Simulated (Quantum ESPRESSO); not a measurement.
## Calculated data, Mg2AlS3F (made-up cell, one site empty)

All values are calculated (Quantum ESPRESSO 7.5). Calculation on a made-up crystal cell, not a measurement, run twice, once with a planted mistake found by running each candidate: periodic Kohn-Sham density functional theory in plane waves with PseudoDojo standard norm-conserving scalar-relativistic pseudopotentials, each functional with its own files (v0.5 for PBE, v0.4.1 for LDA and PBEsol), no spin polarisation, no spin-orbit coupling, atoms not relaxed, stress positive in tension, energies less a fixed whole-eV offset for each atom's element; levels are Kohn-Sham levels at fractions of this cell's reciprocal vectors, counted from the reference band (half the neutral cell's valence electrons, rounded up) at Gamma; error bars cover cutoff and k-mesh only, not smearing or the files; each bar is the largest change over components, and at least 0.002 eV, 0.002 eV per angstrom or 0.02 GPa; a charged cell sits in a uniform background, with energy and stress on this program's zero of potential; energies are for the whole cell, and the offsets were chosen from early runs and are not element reference energies; a distance is the largest change of any value in units of its error bar (the energy's for the smearing term), a scale change is of lengths, and a coarse mesh keeps the half-step shift.

## Mg2AlS3F (made-up cell, one site empty)

Intended structure:
```xyz
7
Lattice="5.4915 -0.0278 -0.0143 -0.0278 5.4003 -0.0777 -0.0143 -0.0777 5.3942" Properties=species:S:1:pos:R:3 Mg2AlS3F
Mg     0.0681     0.0488     0.1066
Mg     2.7764     0.0512     2.6769
Al     2.7810     2.6506    -0.0399
S      1.4316     1.3436     1.3696
S      1.3274     3.9930     4.0669
F      4.1622     1.3181     3.9961
S      4.0210     4.0086     1.3313
```

- lattice type: zincblende/diamond
- empty site: 2
- intended functional: pbe
- intended cutoff: 1143 eV
- intended fermi dirac smearing: 0.025 eV
- intended scf tolerance: 1e-07 eV
- intended electrons removed: 0
- healthy free energy less offsets: 8.992 eV
- healthy scf iterations: 10
- healthy smearing term minus ts: 0 eV
- healthy pressure: -1.81 GPa
- healthy stress xx: 1.6 GPa
- healthy stress yy: 2.52 GPa
- healthy stress zz: 1.33 GPa
- healthy stress yz: -2.2 GPa
- healthy stress xz: -0.75 GPa
- healthy stress xy: 0.66 GPa
- healthy reference band: 24
- faulty free energy less offsets: 15.671 eV
- faulty scf iterations: 10
- faulty smearing term minus ts: 0 eV
- faulty pressure: -3.19 GPa
- faulty stress xx: 2.96 GPa
- faulty stress yy: 3.91 GPa
- faulty stress zz: 2.71 GPa
- faulty stress yz: -2.1 GPa
- faulty stress xz: -0.75 GPa
- faulty stress xy: 0.63 GPa
- faulty reference band: 24
- candidate k points along each vector: 2
- candidate cutoff: 651 eV
- candidate smearing: 0.53 eV
- candidate functional: pbesol
- candidate scf tolerance: 0.3 eV
- candidate electrons removed: -1
- candidate scale change: 0.55 percent
- candidate first exchanged site: 3
- candidate second exchanged site: 6
- intended k mesh: 4 x 4 x 4, shifted by half a step
- structure shown: as intended, without the mistake

Atoms:
```tsv
atoms element	atom site	atom energy offset (eV)
Mg	1	-1617
Mg	3	-1617
Al	4	-64
S	5	-302
S	6	-302
F	7	-677
S	8	-302
```

Healthy forces:
```tsv
site	x (eV/Å)	y (eV/Å)	z (eV/Å)
1	-1.051	-0.388	-0.635
3	0.322	-0.214	1.435
4	-0.602	0.844	0.024
5	0.665	2.127	-0.624
6	1.304	-1.144	-0.361
7	-1.374	-0.162	1.154
8	0.736	-1.063	-0.993
```

Healthy levels:
```tsv
level k point	next band up (eV)
Gamma	1.367
(1/2,1/2,1/2)	1.923
(0.15,0,0)	1.607
(0,0.15,0)	1.654
(0,0,0.15)	1.628
```

Faulty forces:
```tsv
site	x (eV/Å)	y (eV/Å)	z (eV/Å)
1	-1.041	-0.373	-0.633
3	0.333	-0.193	1.426
4	-0.57	0.804	-0.002
5	0.688	2.097	-0.638
6	1.31	-1.133	-0.328
7	-1.41	-0.148	1.173
8	0.69	-1.054	-0.998
```

Faulty levels:
```tsv
level k point	next band up (eV)
Gamma	1.27
(1/2,1/2,1/2)	1.844
(0.15,0,0)	1.517
(0,0.15,0)	1.564
(0,0,0.15)	1.537
```

Candidate mistake: coarse kmesh, low cutoff, wide smearing, wrong functional, loose scf, wrong charge, cell scaled, atoms exchanged

## Withheld values
1. What fault kind does the calculation give for Mg2AlS3F (made-up cell, one site empty)?

## Answers
1. wrong functional

Further results for Mg2AlS3F (made-up cell, one site empty):

- other mistakes compared: 7
- distance from healthy: 3339 error bars
- distance from nearest other mistake: 771.3 error bars
- healthy error bar energy: 0.002 eV
- healthy error bar stress: 0.02 GPa
- healthy error bar force: 0.002958 eV/Å
- healthy error bar next band up: 0.002 eV
